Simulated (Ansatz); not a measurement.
Input, command and steps of an Ansatz relaxation.

```yaml
crystal:
  lattice:
    - [4.28358488, -2.47312887, -4.5691572]
    - [4.28358488, -2.47312887, 4.5691572]
    - [-1.42786161, -7.41938661, 0.0]
  atoms:
    - { symbol: Ru, position: [0.9416863234, 0.1880588902, 0.3989615228] }
    - { symbol: Ru, position: [0.6433832029, 0.8957084855, 0.6032554965] }
    - { symbol: Ru, position: [0.8352321369, 0.091043298, 0.8005752536] }
    - { symbol: Ru, position: [0.3445053517, 0.592762205, 0.7999319504] }
    - { symbol: Ru, position: [0.1620548199, 0.9118097767, 0.1982722285] }
    - { symbol: Ru, position: [0.9586064519, 0.7121271699, 0.0008893912] }
    - { symbol: Ru, position: [0.7574368216, 0.5058781696, 0.7989952543] }
    - { symbol: Ru, position: [0.261923553, 0.0064034016, 0.7972012467] }
    - { symbol: Os, position: [0.0586750318, 0.810183711, 0.598673241] }
    - { symbol: Au, position: [0.1455093123, 0.3913142509, 0.5948097669] }
    - { symbol: Au, position: [0.4376661503, 0.692487443, 0.4004346522] }
    - { symbol: Au, position: [0.2380635624, 0.4929550416, 0.1997294307] }
    - { symbol: Au, position: [0.0412264161, 0.2927831873, 0.0021745382] }
    - { symbol: Au, position: [0.7413696916, 0.9893043673, 0.2030934287] }
    - { symbol: Au, position: [0.5419281453, 0.7899874378, 0.9991312148] }
    - { symbol: Au, position: [0.8533195907, 0.60357905, 0.4031650423] }
    - { symbol: Au, position: [0.5575500057, 0.3012620981, 0.6011048531] }
    - { symbol: Au, position: [0.359629217, 0.1025145311, 0.4000768536] }
    - { symbol: Au, position: [0.6540641698, 0.4050710394, 0.2017129565] }
    - { symbol: Au, position: [0.4564571298, 0.2126815631, 0.0037880585] }
  symmetry: { detect: false }
basis:
  ecutwfc: 500
kpoints:
  mp_grid: { grid: [2, 2, 2], shift: [0.5, 0.5, 0.5] }
hamiltonian:
  xc: r2scan
scf:
  occupations: { method: gaussian, width: 0.1 }
  lower_state_search: "off"
output:
  forces: true
  stress: true
  eigenvalues: true
relax:
  adjacent_minimum: "off"
  f_tol: 0.04
  max_steps: 50
  cell: { stress_tol: 0.3 }
```

```bash
ansatz run input.yaml --threads 4 --pin off --max-ram 9216MiB --backend cpu --events-out ev --progress --plain --runs-dir out
```

All numbers below come from DFT r2SCAN, scalar-relativistic, plane waves, PAW in Ansatz 0.2.0.

Of 8 frames 8 are shown, positions in Å and forces in eV/Å; the SCF threshold varies from step to step. Steps run on the plane waves of an earlier cell, with a Pulay correction in the pressure. The basis is chosen afresh for the last frame, the zero of the energies, and at times for earlier ones too; energy and pressure can step there, also at an unchanged geometry. Where two frames share a geometry here, they differ by under 2 meV/atom and 0.3 GPa.

```xyz
20
Lattice="4.2836 -2.4731 -4.5692 4.2836 -2.4731 4.5692 -1.4279 -7.4194 0.0000" Properties=species:S:1:pos:R:3:forces:R:3 pbc="T T T" step=1 free_energy_over_end_meV_per_atom=118.00 pressure_GPa=-6.89
Ru    4.2697   -5.7541   -3.4434   -1.3930   -0.2972   -1.7591
Ru    5.7315   -8.2822    1.1529   -0.0182   -1.0401   -1.1158
Ru    2.8247   -8.2306   -3.4003    0.4241    1.0849   -1.6118
Ru    2.8727   -8.2530    1.1343    0.8591   -0.0829    1.5259
Ru    4.3169   -4.1269    3.4257   -0.6624    0.3222    1.2991
Ru    7.1555   -4.1385   -1.1262    1.8874    1.2719    0.0573
Ru    4.2707   -9.0524   -1.1494    0.9342   -0.1141    0.4764
Ru    0.0111   -6.5784   -1.1675   -2.1755    0.5176   -0.8679
Os    2.8670   -6.5906    3.4338   -0.4916   -1.4093    1.9041
Au    1.4502   -5.7408    1.1231   -0.7673   -0.6343    0.4779
Au    4.2693   -5.7660    1.1643   -0.2883   -0.3850    0.3082
Au    2.8462   -3.2898    1.1646    0.1124    0.3720    0.5386
Au    1.4277   -0.8422    1.1494   -0.0315    0.4498   -0.0515
Au    7.1235   -5.7870    1.1329    0.4453   -0.1507   -0.7092
Au    4.2788  -10.7069    1.1334    0.3992    0.5996    0.0545
Au    5.6651   -6.5943   -1.1411    0.4879   -0.3589   -0.0356
Au    2.8205   -6.5838   -1.1710    0.0824   -0.5949   -0.3358
Au    1.4084   -4.1113   -1.1748   -0.6203   -0.2499    0.3241
Au    4.2489   -4.1160   -1.1377    0.6692   -0.1436   -0.2146
Au    2.8609   -1.6830   -1.1138    0.1469    0.8430   -0.2646
20
Lattice="4.1644 -2.4156 -4.5043 4.1678 -2.4159 4.5076 -1.3915 -7.2520 -0.0003" Properties=species:S:1:pos:R:3:forces:R:3 pbc="T T T" step=2 free_energy_over_end_meV_per_atom=36.24 pressure_GPa=10.79
Ru    4.0403   -5.6494   -3.5293    0.1649    0.6410    0.1129
Ru    5.5580   -8.1683    1.0567   -0.2880    0.3330   -0.2480
Ru    2.7983   -7.9681   -3.4748    0.0290   -0.6677    0.5725
Ru    2.8613   -8.0616    1.2356   -0.1121    0.0978   -0.6177
Ru    4.1374   -4.0061    3.4801    0.5368    0.3036   -0.2930
Ru    7.1106   -3.9269   -1.1031   -1.0221   -0.2744    0.0054
Ru    4.2239   -8.8568   -1.0941    0.2103   -0.4456    0.4411
Ru   -0.1602   -6.3924   -1.2202    0.6796   -0.3581    0.5077
Os    2.7368   -6.5519    3.5288   -0.2681    0.6879   -0.6739
Au    1.3382   -5.6781    1.1478    0.2691   -0.0018   -0.2339
Au    4.1180   -5.6685    1.1927   -0.0234    0.3655   -0.0723
Au    2.7754   -3.1776    1.1931   -0.1196    0.0665   -0.2665
Au    1.3932   -0.7748    1.1301    0.0696   -0.2392    0.0580
Au    6.9585   -5.6542    1.0680   -0.4520    0.3404    0.7395
Au    4.1935  -10.4296    1.1288   -0.3500   -0.7698   -0.0136
Au    5.5529   -6.4676   -1.1359   -0.0370    0.0739   -0.1569
Au    2.7378   -6.4891   -1.1846    0.2183    0.3111    0.1616
Au    1.3236   -4.0490   -1.1352    0.5658   -0.0770   -0.1005
Au    4.1975   -4.0386   -1.1426   -0.0242   -0.1080    0.1168
Au    2.8043   -1.5649   -1.1219   -0.0468   -0.2789   -0.0394
20
Lattice="4.2036 -2.4097 -4.6101 4.2290 -2.4209 4.6400 -1.4648 -7.3488 0.0052" Properties=species:S:1:pos:R:3:forces:R:3 pbc="T T T" step=3 free_energy_over_end_meV_per_atom=6.60 pressure_GPa=-2.75
Ru    4.0306   -5.6464   -3.6484   -0.0914    0.1876   -0.3427
Ru    5.5678   -8.2337    1.0895   -0.1176   -0.0863   -0.2559
Ru    2.7682   -8.0600   -3.5504    0.0854    0.2064   -0.4016
Ru    2.8539   -8.1367    1.2807    0.2173   -0.1039    0.0074
Ru    4.2150   -3.9727    3.5975    0.1264    0.1449    0.0631
Ru    7.1562   -3.9289   -1.1023    0.4261    0.3702    0.0018
Ru    4.2634   -8.9764   -1.0678    0.2290   -0.0840    0.2728
Ru   -0.1886   -6.4822   -1.2328   -0.4135   -0.0314    0.0585
Os    2.7287   -6.5969    3.6123   -0.2083   -0.4527    0.4176
Au    1.3151   -5.7460    1.1797    0.0196    0.0299   -0.1362
Au    4.1297   -5.6896    1.2598   -0.0926    0.1172    0.0106
Au    2.7916   -3.1771    1.2392   -0.0927   -0.0524   -0.1792
Au    1.4090   -0.7830    1.1760   -0.0597   -0.0767   -0.0387
Au    7.0015   -5.6498    1.1495   -0.1614   -0.0189    0.2417
Au    4.1734  -10.5600    1.1968   -0.2000   -0.1615    0.0721
Au    5.6134   -6.5227   -1.1529    0.0665    0.0525   -0.0488
Au    2.7717   -6.5432   -1.2343    0.0898    0.0921    0.1272
Au    1.3273   -4.0966   -1.1630    0.2289   -0.0125    0.0125
Au    4.2535   -4.0738   -1.1562   -0.0838   -0.0429    0.0813
Au    2.8600   -1.5603   -1.1391    0.0322   -0.0777    0.0365
20
Lattice="4.0962 -2.3426 -4.5682 4.2360 -2.4085 4.7350 -1.4986 -7.3169 0.0317" Properties=species:S:1:pos:R:3:forces:R:3 pbc="T T T" step=4 free_energy_over_end_meV_per_atom=5.23 pressure_GPa=0.88
Ru    3.9197   -5.4906   -3.6906   -0.2109   -0.2480    0.2929
Ru    5.4577   -8.2097    1.2563    0.0012    0.2931   -0.1291
Ru    2.5943   -7.9643   -3.5412    0.3196   -0.0049    0.1296
Ru    2.7936   -8.0849    1.3674    0.2397    0.0348   -0.1028
Ru    4.2307   -3.8399    3.7207   -0.0546   -0.2513   -0.2713
Ru    7.0923   -3.8486   -1.0447    0.0310    0.0187    0.4174
Ru    4.2275   -8.9183   -0.8495   -0.2656    0.1565   -0.3387
Ru   -0.2205   -6.4480   -1.2336   -0.2068   -0.0986    0.1515
Os    2.7213   -6.5852    3.7303   -0.0764   -0.0797   -0.3358
Au    1.2320   -5.7078    1.2149   -0.0249   -0.0043    0.0666
Au    4.0208   -5.6097    1.4201   -0.1397   -0.1478    0.0450
Au    2.6742   -3.1368    1.2198    0.0194    0.0025    0.0767
Au    1.3578   -0.7441    1.2326    0.0698    0.0064    0.0434
Au    6.8492   -5.5798    1.3292    0.0647    0.0321   -0.1414
Au    4.0061  -10.5510    1.3429    0.1207    0.1862    0.0214
Au    5.5858   -6.4612   -1.0589    0.0618    0.0113    0.1713
Au    2.8027   -6.5078   -1.1499   -0.0973   -0.0414   -0.1740
Au    1.3411   -4.1075   -1.1568   -0.1424    0.0571    0.0701
Au    4.1996   -4.0566   -1.0592    0.1039    0.0820   -0.0837
Au    2.8492   -1.5037   -1.1092    0.1864   -0.0051    0.0905
20
Lattice="4.1359 -2.3523 -4.5676 4.2586 -2.4163 4.7173 -1.4819 -7.2964 0.0328" Properties=species:S:1:pos:R:3:forces:R:3 pbc="T T T" step=5 free_energy_over_end_meV_per_atom=0.65 pressure_GPa=0.04
Ru    3.9391   -5.5305   -3.6642    0.0189   -0.0570    0.0077
Ru    5.4934   -8.1754    1.1999    0.2406   -0.0770    0.0094
Ru    2.7002   -7.9456   -3.5159    0.0009    0.0391    0.0103
Ru    2.8747   -8.0895    1.3595   -0.3137   -0.0773   -0.0808
Ru    4.2553   -3.8860    3.6725   -0.0174   -0.0231    0.0923
Ru    7.1362   -3.8698   -0.9919   -0.1024   -0.0128   -0.1557
Ru    4.2481   -8.8893   -0.9206   -0.0147   -0.0937    0.0668
Ru   -0.2404   -6.4567   -1.2012    0.1464    0.0603    0.0267
Os    2.7220   -6.5913    3.6937    0.0357    0.0574    0.1092
Au    1.2808   -5.7124    1.2127   -0.0413    0.0241   -0.0384
Au    4.0625   -5.6317    1.3952    0.0295    0.0958   -0.0464
Au    2.7204   -3.1556    1.2377    0.0655    0.0423    0.0349
Au    1.3894   -0.7789    1.2131   -0.0030    0.0373   -0.0037
Au    6.9311   -5.5975    1.3071    0.0423    0.0097   -0.0516
Au    4.1068  -10.5261    1.3300   -0.0226    0.0473   -0.0223
Au    5.6245   -6.4540   -1.0510   -0.0105    0.0610    0.0199
Au    2.7950   -6.4527   -1.1766    0.0280   -0.0312   -0.0375
Au    1.3313   -4.0644   -1.1466   -0.0249   -0.0627    0.0356
Au    4.2423   -4.0332   -1.0742   -0.0099   -0.0381    0.0100
Au    2.8943   -1.5049   -1.0990   -0.0472   -0.0015    0.0139
20
Lattice="4.1436 -2.3722 -4.5713 4.2515 -2.4150 4.6957 -1.4710 -7.3052 0.0179" Properties=species:S:1:pos:R:3:forces:R:3 pbc="T T T" step=6 free_energy_over_end_meV_per_atom=-0.09 pressure_GPa=0.00
Ru    3.9600   -5.5614   -3.6631    0.0046    0.0575   -0.0106
Ru    5.5238   -8.1954    1.1722   -0.0488    0.0267    0.0029
Ru    2.7130   -7.9749   -3.5325    0.0105   -0.0017    0.0150
Ru    2.8588   -8.1023    1.3203    0.0220    0.0100    0.0106
Ru    4.2474   -3.8971    3.6557   -0.0012   -0.0262    0.0126
Ru    7.1328   -3.8804   -1.0277   -0.0110   -0.0146    0.0088
Ru    4.2554   -8.9203   -0.9412    0.0084   -0.0037    0.0017
Ru   -0.2244   -6.4554   -1.2167   -0.0069   -0.0075    0.0075
Os    2.7288   -6.5875    3.6725    0.0154   -0.0203   -0.0615
Au    1.2872   -5.7120    1.1958    0.0096    0.0017    0.0116
Au    4.0726   -5.6367    1.3616    0.0000   -0.0031    0.0146
Au    2.7315   -3.1542    1.2323    0.0007    0.0032   -0.0032
Au    1.3889   -0.7711    1.2063   -0.0040   -0.0205   -0.0052
Au    6.9406   -5.6087    1.2740   -0.0078    0.0069   -0.0002
Au    4.1159  -10.5335    1.2979    0.0116   -0.0154   -0.0077
Au    5.6244   -6.4711   -1.0708   -0.0067    0.0064   -0.0032
Au    2.8037   -6.4867   -1.1950   -0.0044    0.0079    0.0108
Au    1.3358   -4.0850   -1.1536    0.0090    0.0035   -0.0105
Au    4.2390   -4.0543   -1.0883   -0.0088   -0.0016    0.0066
Au    2.8770   -1.5227   -1.1075    0.0082   -0.0087   -0.0008
20
Lattice="4.1429 -2.3693 -4.5730 4.2493 -2.4116 4.6957 -1.4756 -7.3047 0.0177" Properties=species:S:1:pos:R:3:forces:R:3 pbc="T T T" step=7 free_energy_over_end_meV_per_atom=-0.13 pressure_GPa=0.01
Ru    3.9556   -5.5525   -3.6689   -0.0011   -0.0029   -0.0042
Ru    5.5143   -8.1881    1.1691    0.0083   -0.0049    0.0037
Ru    2.7096   -7.9688   -3.5334    0.0051   -0.0036   -0.0010
Ru    2.8551   -8.0988    1.3220   -0.0067   -0.0014   -0.0039
Ru    4.2452   -3.8964    3.6560   -0.0010   -0.0038    0.0072
Ru    7.1303   -3.8775   -1.0279    0.0005    0.0173   -0.0023
Ru    4.2512   -8.9165   -0.9437   -0.0056   -0.0014   -0.0011
Ru   -0.2282   -6.4571   -1.2150    0.0038    0.0015    0.0032
Os    2.7241   -6.5861    3.6680    0.0006   -0.0136    0.0071
Au    1.2833   -5.7104    1.1978   -0.0040    0.0023   -0.0096
Au    4.0682   -5.6328    1.3634    0.0033    0.0046   -0.0041
Au    2.7303   -3.1513    1.2320    0.0013   -0.0028   -0.0025
Au    1.3869   -0.7717    1.2062    0.0014    0.0037    0.0029
Au    6.9347   -5.6014    1.2715   -0.0010    0.0001    0.0043
Au    4.1108  -10.5290    1.2965   -0.0023    0.0023    0.0012
Au    5.6197   -6.4652   -1.0741   -0.0018    0.0043    0.0001
Au    2.7988   -6.4826   -1.1950    0.0020   -0.0015   -0.0007
Au    1.3351   -4.0846   -1.1545    0.0000    0.0024    0.0007
Au    4.2356   -4.0506   -1.0886    0.0000   -0.0010    0.0010
Au    2.8795   -1.5212   -1.1077   -0.0030   -0.0013   -0.0023
20
Lattice="4.1429 -2.3693 -4.5730 4.2493 -2.4116 4.6957 -1.4756 -7.3047 0.0177" Properties=species:S:1:pos:R:3:forces:R:3 pbc="T T T" step=8 free_energy_over_end_meV_per_atom=0.00 pressure_GPa=0.00
Ru    3.9556   -5.5525   -3.6689   -0.0013   -0.0029   -0.0043
Ru    5.5143   -8.1881    1.1691    0.0084   -0.0050    0.0037
Ru    2.7096   -7.9688   -3.5334    0.0050   -0.0035   -0.0010
Ru    2.8551   -8.0988    1.3220   -0.0067   -0.0016   -0.0038
Ru    4.2452   -3.8964    3.6560   -0.0011   -0.0036    0.0071
Ru    7.1303   -3.8775   -1.0279    0.0006    0.0171   -0.0022
Ru    4.2512   -8.9165   -0.9437   -0.0056   -0.0014   -0.0011
Ru   -0.2282   -6.4571   -1.2150    0.0039    0.0014    0.0030
Os    2.7241   -6.5861    3.6680    0.0007   -0.0135    0.0073
Au    1.2833   -5.7104    1.1978   -0.0039    0.0022   -0.0095
Au    4.0682   -5.6328    1.3634    0.0032    0.0047   -0.0040
Au    2.7303   -3.1513    1.2320    0.0015   -0.0028   -0.0024
Au    1.3869   -0.7717    1.2062    0.0013    0.0037    0.0029
Au    6.9347   -5.6014    1.2715   -0.0010    0.0002    0.0042
Au    4.1108  -10.5290    1.2965   -0.0023    0.0023    0.0012
Au    5.6197   -6.4652   -1.0741   -0.0018    0.0042    0.0001
Au    2.7988   -6.4826   -1.1950    0.0021   -0.0014   -0.0006
Au    1.3351   -4.0846   -1.1545    0.0000    0.0023    0.0007
Au    4.2356   -4.0506   -1.0886    0.0000   -0.0010    0.0010
Au    2.8795   -1.5212   -1.1077   -0.0028   -0.0014   -0.0023
```

Time: 100 s on 4 threads of AMD EPYC 9R45 96-Core Processor (Zen 5) (shared host), peak memory 2.4 GiB.

The k mesh is coarse. Spin–orbit coupling is left out, which can shift energies with elements as heavy as these.